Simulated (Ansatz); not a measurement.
Relaxed SrVO$_{3}$ (cubic perovskite):

```xyz
5
Lattice="3.8577 0.0000 0.0000 0.0000 3.8577 0.0000 0.0000 0.0000 3.8577" Properties=species:S:1:pos:R:3 pbc="T T T"
Sr     0.0000     0.0000     0.0000
V      1.9288     1.9288     1.9288
O      0.0000     1.9288     1.9288
O      1.9288     1.9288     0.0000
O      1.9288     0.0000     1.9288
```

Scan: atom 1 (Sr, nearest neighbour O at 2.728 Å; its periodic images, 3.9 Å or more away, move with it) is displaced along Cartesian x, direction (1.000, 0.000, 0.000) in Cartesian axes, by s. The other atoms stay.

Method: PBE (plane waves to 420 eV, PAW, scalar-relativistic; Ansatz, a quantum-chemistry and plane-wave program). k mesh 10×10×10 (Γ-centred), Fermi-Dirac smearing 0.05 eV. E stands for the smeared free energy. With partly filled bands, energies and forces of such displacements shift with the k mesh and the smearing. SrVO3 is run without spin polarisation and with no Hubbard U. SrVO3 was relaxed with its symmetry unable to fall. ΔE is measured from the undisplaced structure. The last digit holds for this mesh only.

| s (Å) | ΔE (meV/cell) |
|---|---|
| -0.270 | 154.9 |
| -0.216 | 97.6 |
| -0.162 | 54.2 |
| -0.108 | withheld |
| -0.054 | 5.9 |
| 0.000 | 0.0 |
| 0.054 | 5.9 |
| 0.108 | withheld |
| 0.162 | 54.2 |
| 0.216 | 97.6 |
| 0.270 | 154.9 |

### Question
Fit an even polynomial form (powers 2, 4) to the given rows and predict ΔE at s = -0.108.

### Answer
Least squares on the 9 given rows: ΔE = (2032)·s² + (1271)·s⁴, in meV/cell with s in Å; root-mean-square residual 0.02 meV/cell. At -0.108 the fit gives 23.9 meV/cell; the calculation gives 23.9 meV/cell, the same to the digits shown. The quadratic term alone would give 23.7 meV/cell.

(For displaced atoms, the force is minus the slope of the energy, and its curvature is a force constant, which sets phonon frequencies.)
